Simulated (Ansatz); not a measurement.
Ru:
```yaml
crystal:
  lattice:
    - [2.69104, 0.00000, 0.00000]
    - [-1.34552, 2.33050, 0.00000]
    - [0.00000, 0.00000, 8.63930]
  atoms:
    - { symbol: Ru, position: [0.00000, 0.00000, 0.00000] }
    - { symbol: Ru, position: [0.66667, 0.33333, 0.25000] }
    - { symbol: Ru, position: [0.00000, 0.00000, 0.50000] }
    - { symbol: Ru, position: [0.33333, 0.66667, 0.75000] }
```

Relaxed with r²SCAN. Special points in fractions of this cell's reciprocal vectors: Γ (0.000, 0.000, 0.000); M (0.500, 0.000, 0.000); K (0.333, 0.333, 0.000); A (0.000, 0.000, 0.500); L (0.500, 0.000, 0.500); H (0.333, 0.333, 0.500).

Question: List the band energies nearest the Fermi level at these points for r²SCAN (plane waves, PAW; program Ansatz).

Answer: In eV from the Fermi level; about four levels below and three above (degenerate sets whole), none deeper than 8.9 eV; … stands for higher levels left out; points with the same levels are listed once.

```tsv
k	below	above
Γ	-0.83 -0.83 -0.07 -0.07	0.63 0.63 1.24
M	-2.34 -1.63 -1.01 -0.94	1.64 1.67 1.69
K	-2.81 -2.81 -2.80 -1.16 -1.16	0.14 0.14 1.06
A	-0.39 -0.39 -0.39 -0.39	…
L	-0.87 -0.87 -0.30 -0.30	0.91 0.91 1.72 1.72
H	-1.15 -1.15 -0.26 -0.26	1.24 1.24 1.57 1.57
```

Space group P6_3/mmc (dhcp (α-La type)). The start of the workflow was typed in or built on a structure type. Its sites differ from those of the usual phase in this space group: another stacking or structure type. The cell was relaxed with r²SCAN under the symmetry of its start; whether a distortion lowers the energy is not shown. No spin polarisation was allowed. Scalar-relativistic: spin–orbit coupling is off unless named, which matters more the heavier the elements.

Potentials: the later of the program's two PAW sets.
